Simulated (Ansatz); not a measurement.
## Property card for Sn

Sn:
```
Sn
1.0
   -2.93879     2.93879     1.57548
    2.93879    -2.93879     1.57548
    2.93879     2.93879    -1.57548
Sn
2
Direct
  0.75000   0.25000   0.50000
  0.00000   0.00000   0.00000
```

Space group I4_1/amd (No. 141), β-Sn type; conventional cell a = b = 5.8776 Å, c = 3.1510 Å, α = β = γ = 90.00°.

Method: r²SCAN+D4 (plane waves, PAW; program Ansatz). Geometry: relaxed at this level of theory. Other levels are named where they apply.

Cell and energy:

- Volume per atom = 27.21 Å³
- Density = 7.24 g/cm³

Electronic structure:

- Electronic character = metallic (no gap)
- Density of states at the Fermi level = 0.43 states/eV per atom (mean over ±0.08 eV)

The cell was relaxed with r²SCAN+D4 under the symmetry of its start. The pairwise dispersion correction was not fitted to metals. Axis ratios of metals converge slowly with the k-mesh, so a and c are less sure than the volume. Scalar-relativistic: spin–orbit coupling is off unless named, which matters more the heavier the elements.

Potentials: the later of the program's two PAW sets.
